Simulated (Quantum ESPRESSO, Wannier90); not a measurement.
BaTiO$_{3}$ (Amm2): Wannier90 run

```yaml
crystal:
  lattice:
    - [3.98333, 0.00000, 0.00000]
    - [0.00000, 2.86259, 2.87534]
    - [0.00000, -2.86259, 2.87534]
  atoms:
    - { symbol: Ba, position: [0.00000, 0.00341, 0.00341] }
    - { symbol: Ti, position: [0.50000, 0.51850, 0.51850] }
    - { symbol: O, position: [0.50000, 0.97843, 0.49135] }
    - { symbol: O, position: [0.50000, 0.49135, 0.97843] }
    - { symbol: O, position: [0.00000, 0.48820, 0.48820] }
```

Cell from Materials Project (mp-5777), symmetrised, no further relaxation. COD (Crystallography Open Database) has the formula in 5 space groups, this one among them (matched by group alone). Computed values, not measurements, from LDA: Quantum ESPRESSO (norm-conserving PseudoDojo potentials, cutoff 68 Ry, no spin polarisation, no spin-orbit coupling) on a Γ-centred 8×8×8 mesh, then Wannier90. Density: 8×8×8 mesh, cold smearing 0.01 Ry. Spin-orbit coupling is left out although heavy elements are present.

Valence charges of the files: Ba 10, Ti 12, O 6. 38 bands were computed.

Isolated groups of bands, relative to the valence-band maximum (bands from 21 on overlap up to the last one computed):

```
bands  from (eV)  to (eV)  filling           weight on atomic waves
-----  ---------  -------  -------  -------------------------------
1         -55.76   -55.76   filled                       Ti 3s 96 %
2–4       -32.40   -32.30   filled                       Ti 3p 98 %
5         -24.69   -24.45   filled                       Ba 5s 95 %
6–8       -16.67   -15.41   filled  O 2s 85 %, Ti 3d 5 %, Ti 4s 4 %
9–11      -10.58    -9.40   filled             Ba 5p 91 %, O 2p 5 %
12–20      -4.38     0.00   filled            O 2p 82 %, Ti 3d 11 %
```

Wanted is a model with the orbitals Ti d, O p, without the filled groups that are mainly made of other shells (semicore states, and anion s where it isn't named); all higher bands stay in for disentanglement.

Problem. Give num_wann, exclude_bands and num_bands, and the number of electrons that the model holds.

Solution. Electrons: 1×10 + 1×12 + 3×6 = 40, which fill 20 bands.
num_wann = 1×5 + 3×3 = 14.
exclude_bands = 1-11, 11 bands, so num_bands = 38 − 11 = 27.
The model holds 40 − 2×11 = 18 electrons. With the window frozen to 3.63 eV it follows pw.x to 0.2 meV rms (states up to 3.1 eV relative to the valence-band maximum).
